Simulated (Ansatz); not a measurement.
A plane-wave DFT run in Ansatz 0.2.0 (scalar-relativistic PAW potentials unless the input names others): input and command.

```yaml
crystal:
  lattice:
    - [1.7006949109, -5.5733578218, 0.0]
    - [1.7006949109, 5.5733578218, 0.0]
    - [0.0, 0.0, 4.3835354842]
  atoms:
    - { symbol: Sc, position: [0.8396910065, 0.1603089935, 0.25], spin: 2.0 }
    - { symbol: Sc, position: [0.1603089935, 0.8396910065, 0.75] }
    - { symbol: Al, position: [0.5698180664, 0.4301819336, 0.25] }
    - { symbol: Al, position: [0.4301819336, 0.5698180664, 0.75] }
basis:
  ecutwfc: 500
kpoints:
  mp_grid: { grid: [10, 10, 12] }
hamiltonian:
  xc: r2scan
scf:
  occupations: { method: gaussian, width: 0.1 }
  max_iter: 50
output:
  forces: true
  eigenvalues: true
  stress: true
relax:
  adjacent_minimum: "off"
  f_tol: 0.01
  max_steps: 30
  cell: { stress_tol: 0.1, fix: [volume] }
```

```bash
ansatz run input.yaml --threads 1 --pin off --max-ram 2560MiB --backend cpu --events-out ev --progress --plain --runs-dir out
```

What will the program do with this input?

The program refuses it, because of a moment without spin polarisation (crystal.atoms[0].spin: not typed → 2.0). Without that key it is accepted.

Abridged log:
```
Error: inconsistent input (magnetization.spin_polarized): false but per-atom `spin:`, `per_species`, `initial_magnetization`, `magnetic_field`, or `spin_locking` is set
```